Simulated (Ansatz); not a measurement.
AlPd in space group Cmcm (No. 63; Al on 4c, Pd on 4c), plane-wave PAW r²SCAN (Ansatz code), all energies at zero smearing, with the estimated change up to a 700 eV cutoff added, with one set of potentials and settings (totals compare only within such a set). Cell of 4 atoms (2 Al, 2 Pd): -15055.211 eV.

```
element             reference phase  E (eV/atom)
-------  --------------------------  -----------
Al       Fm-3m, 1 atoms in the cell    -540.4083
Pd       Fm-3m, 1 atoms in the cell   -6985.7456
```

Formation energy per atom, worked out: (-15055.211 − 2×(-540.4083) − 2×(-6985.7456))/4 = -0.726 eV/atom (-70 kJ per mol of atoms), at 0 K, without zero-point energy or fitted corrections.

The start of the workflow was typed in or built on a structure type; neither database checked (COD, Materials Project) lists it. Its standing as an ambient phase is unchecked. The r²SCAN relaxation kept the symmetry of its start; whether a distortion lowers the energy is not shown. The run is not spin-polarised. The references are the lowest solids computed at this level, not always the standard phases.

Potentials: the later of the program's two PAW sets.
